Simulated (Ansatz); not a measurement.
A relaxation computed with Ansatz, from input to last step.

```yaml
crystal:
  lattice:
    - [3.5387812852, 0.0, 0.0]
    - [0.0, 3.5387812852, 0.0]
    - [0.0, 0.0, 6.0304823773]
  atoms:
    - { symbol: Nb, position: [0.5, 0.0, 0.1841252355] }
    - { symbol: Nb, position: [0.0, 0.5, 0.8158747645] }
    - { symbol: S, position: [0.5, 0.0, 0.6164385782] }
    - { symbol: S, position: [0.0, 0.5, 0.3835614218] }
    - { symbol: "N", position: [0.5, 0.5, 0.0] }
    - { symbol: "N", position: [0.0, 0.0, 0.0] }
basis:
  ecutwfc: 420
kpoints:
  mp_grid: { grid: [10, 10, 6] }
hamiltonian:
  xc: pbe
scf:
  occupations: { method: gaussian, width: 0.1 }
output:
  forces: true
  stress: true
  eigenvalues: true
relax:
  adjacent_minimum: "off"
  f_tol: 0.01
  max_steps: 30
  cell: { stress_tol: 0.1, fix: [volume] }
```

```bash
ansatz run input.yaml --threads 1 --pin off --max-ram 2560MiB --backend cpu --events-out ev --progress --plain --runs-dir out
```

Method: DFT PBE, scalar-relativistic, plane waves, PAW in Ansatz.

The volume is held at 0.97 times that of the relaxed cell.

Of 5 frames 4 are shown, positions in Å and forces in eV/Å; the SCF threshold varies from step to step. Steps run on the plane waves of an earlier cell, with a Pulay correction in the pressure. The basis is chosen afresh for the last frame, the zero of the energies, and at times for earlier ones too; energy and pressure step there, also at an unchanged geometry.

```xyz
6
Lattice="3.5388 0.0000 0.0000 0.0000 3.5388 0.0000 0.0000 0.0000 6.0305" Properties=species:S:1:pos:R:3:forces:R:3 pbc="T T T" step=1 free_energy_over_end_meV_per_atom=0.67 pressure_GPa=6.77
Nb    1.7694    0.0000    1.1104    0.0000    0.0000    0.3423
Nb    0.0000    1.7694    4.9201    0.0000    0.0000   -0.3423
S     1.7694    0.0000    3.7174    0.0000    0.0000   -0.0030
S     0.0000    1.7694    2.3131    0.0000    0.0000    0.0030
N     1.7694    1.7694    0.0000    0.0000    0.0000    0.0000
N     0.0000    0.0000    0.0000    0.0000    0.0000    0.0000
6
Lattice="3.5358 0.0000 0.0000 0.0000 3.5358 0.0000 0.0000 0.0000 6.0407" Properties=species:S:1:pos:R:3:forces:R:3 pbc="T T T" step=2 free_energy_over_end_meV_per_atom=0.02 pressure_GPa=6.10
Nb    1.7679    0.0000    1.1261    0.0000    0.0000   -0.0613
Nb    0.0000    1.7679    4.9146    0.0000    0.0000    0.0613
S     1.7679    0.0000    3.7250    0.0000    0.0000    0.0184
S     0.0000    1.7679    2.3158    0.0000    0.0000   -0.0184
N     1.7679    1.7679    0.0000    0.0000    0.0000    0.0000
N     0.0000    0.0000    0.0000    0.0000    0.0000    0.0000
6
Lattice="3.5381 0.0000 0.0000 0.0000 3.5381 0.0000 0.0000 0.0000 6.0330" Properties=species:S:1:pos:R:3:forces:R:3 pbc="T T T" step=3 free_energy_over_end_meV_per_atom=0.01 pressure_GPa=6.20
Nb    1.7690    0.0000    1.1228    0.0000    0.0000   -0.0033
Nb    0.0000    1.7690    4.9102    0.0000    0.0000    0.0033
S     1.7690    0.0000    3.7230    0.0000    0.0000   -0.0342
S     0.0000    1.7690    2.3100    0.0000    0.0000    0.0342
N     1.7690    1.7690    0.0000    0.0000    0.0000    0.0000
N     0.0000    0.0000    0.0000    0.0000    0.0000    0.0000
6
Lattice="3.5369 0.0000 0.0000 0.0000 3.5369 0.0000 0.0000 0.0000 6.0368" Properties=species:S:1:pos:R:3:forces:R:3 pbc="T T T" step=5 free_energy_over_end_meV_per_atom=0.00 pressure_GPa=6.21
Nb    1.7685    0.0000    1.1232    0.0000    0.0000    0.0034
Nb    0.0000    1.7685    4.9136    0.0000    0.0000   -0.0034
S     1.7685    0.0000    3.7232    0.0000    0.0000   -0.0002
S     0.0000    1.7685    2.3136    0.0000    0.0000    0.0002
N     1.7685    1.7685    0.0000    0.0000    0.0000    0.0000
N     0.0000    0.0000    0.0000    0.0000    0.0000    0.0000
```

Time: 50 s on 1 thread of Arm Neoverse V2, on a shared host, peak memory 0.44 GiB.